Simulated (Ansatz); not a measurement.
Starting cell, LiF (rock salt):

```
CELL_PARAMETERS angstrom
      0.00000     4.06787     4.06787
      2.03393     0.00000     2.03393
      2.03393     2.03393     0.00000
ATOMIC_POSITIONS crystal
  F  0.00000 0.00000 0.00000
  F  0.50000 0.00000 0.00000
  Li 0.25000 0.50000 0.50000
  Li 0.75000 0.50000 0.50000
```

A phonon eigenvector at L = (0.5, 0.0, 0.0) is frozen into this cell: atom i moves by Q times the vector below, so Q is the largest atomic displacement, in Å. The cell is held. It is one choice among 2 degenerate patterns. (q is in reciprocal vectors of the primitive cell; the cell shown is doubled to hold the pattern.)

```tsv
atom	x	y	z
Li3	-0.285	0.520	-0.805
Li4	0.285	-0.520	0.805
```

Atoms not listed stay in place.

Calculation: PBE (plane waves to 420 eV, PAW, scalar-relativistic; Ansatz, an electronic-structure program). k mesh 7×14×14 (Γ-centred), Fermi-Dirac smearing 0.05 eV. LiF was relaxed with its symmetry unable to fall.

At one point of the scan the forces (eV/Å) are:

```json
[
 {"atom": "F1", "Fx": "0.000", "Fy": "0.000", "Fz": "0.000"},
 {"atom": "F2", "Fx": "0.000", "Fy": "0.000", "Fz": "0.000"},
 {"atom": "Li3", "Fx": "0.029", "Fy": "-0.053", "Fz": "0.084"},
 {"atom": "Li4", "Fx": "-0.029", "Fy": "0.053", "Fz": "-0.084"}
]
```

Which point is it?
A. Q = 0.120 Å
B. Q = 0.180 Å
C. Q = 0.060 Å

C, Q = 0.060 Å

(For displaced atoms, the force is minus the slope of the energy, and its curvature is a force constant, which sets phonon frequencies.)
